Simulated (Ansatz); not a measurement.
Relaxing Al3GaBi4

Method: DFT PBEsol, scalar-relativistic, plane waves, PAW in Ansatz. (420 eV cutoff, 6×8×6 k-mesh, Gaussian smearing of 0.10 eV, no spin polarisation)

What was changed in Al3GaN4: N → Bi on all its sites, cell and atoms relaxed.

Spin–orbit coupling is left out, which can shift energies with elements as heavy as these.

Command:

```bash
ansatz run input.yaml --threads 2 --pin off --max-ram 5120MiB --backend cpu --events-out ev --progress --plain --runs-dir out
```

Input:

```yaml
crystal:
  lattice:
    - [7.3416803057, 0.0, 0.0013797817]
    - [0.0, 4.4769484168, 0.0]
    - [-0.003404855, 0.0, 7.7237158629]
  atoms:
    - { symbol: Al, position: [0.4970107513, 0.5, 0.1666910803] }
    - { symbol: Al, position: [-0.001834104, 0.5, 0.8332827596] }
    - { symbol: Al, position: [-0.0023125241, 0.0, 0.3338903614] }
    - { symbol: Ga, position: [0.4975458567, 0.0, 0.6662005591] }
    - { symbol: Bi, position: [0.1242829352, 0.0, 0.6674573353] }
    - { symbol: Bi, position: [0.1228450962, 0.5, 0.16750407] }
    - { symbol: Bi, position: [0.622982719, 0.5, 0.8318113356] }
    - { symbol: Bi, position: [0.6230782698, 0.0, 0.3331634987] }
basis:
  ecutwfc: 420
kpoints:
  mp_grid: { grid: [6, 8, 6] }
hamiltonian:
  xc: pbesol
scf:
  occupations: { method: gaussian, width: 0.1 }
output:
  forces: true
  stress: true
  eigenvalues: true
relax:
  adjacent_minimum: "off"
  f_tol: 0.01
  max_steps: 60
  cell: { stress_tol: 0.1 }
```

F is the free energy. Steps run on the plane waves of an earlier cell, but the last one, and at times one on the way, on a freshly chosen basis, so a repeated geometry can differ a little in energy.

Steps:

```tsv
step	F − F(1) (eV)	largest force component (eV/Å)	V (Å³/atom)	P (GPa)
1	0.0000	0.013	31.733	0.26
2	-0.0002	0.013	32.081	-0.21
3	-0.0014	0.002	31.926	0.00
4	-0.0016	0.002	31.926	0.00
```

Relaxed structure:

```cif
data_structure
_symmetry_space_group_name_H-M 'P 1'
_symmetry_Int_Tables_number 1
_cell_length_a 7.3683
_cell_length_b 4.4764
_cell_length_c 7.7437
_cell_angle_alpha 90.000
_cell_angle_beta 90.008
_cell_angle_gamma 90.000
_cell_volume 255.41
loop_
_atom_site_label
_atom_site_type_symbol
_atom_site_fract_x
_atom_site_fract_y
_atom_site_fract_z
_atom_site_occupancy
Al1 Al 0.49682 0.50000 0.16672 1
Al2 Al 0.99814 0.50000 0.83327 1
Al3 Al 0.99762 0.00000 0.33393 1
Ga1 Ga 0.49749 0.00000 0.66618 1
Bi1 Bi 0.12441 0.00000 0.66707 1
Bi2 Bi 0.12292 0.50000 0.16714 1
Bi3 Bi 0.62303 0.50000 0.83225 1
Bi4 Bi 0.62317 0.00000 0.33343 1
```

Symmetry: Pm, No. 6, monoclinic system. The conventional cell has a = 7.368 Å, b = 4.476 Å, c = 7.744 Å, α = 90.00°, β = 90.01°, γ = 90.00°. Al (site symmetry m) has 4 Bi at 2.75 to 2.76 Å as nearest neighbours. Al (site symmetry m) is surrounded by 4 Bi at 2.74 to 2.76 Å. Around Al (site symmetry m) lie 4 Bi at 2.74 to 2.76 Å. Ga (site symmetry m) has 4 Bi at 2.74 to 2.75 Å as nearest neighbours. Bi (site symmetry m) has 3 Al at 2.74 Å and 1 Ga at 2.75 Å as nearest neighbours. Bi (site symmetry m) is surrounded by 4 Al at 2.74 to 2.76 Å. Around Bi (site symmetry m) lie 2 Ga at 2.74 Å and 2 Al at 2.75 to 2.76 Å. Around Bi (site symmetry m) lie 1 Ga at 2.74 Å and 3 Al at 2.75 to 2.76 Å.

The run converged. Time: 5.8 min on 2 threads of Intel(R) Xeon(R) Platinum 8259CL CPU @ 2.50GHz (Skylake/Cascade Lake), with other jobs on the host, peak memory 1.2 GiB.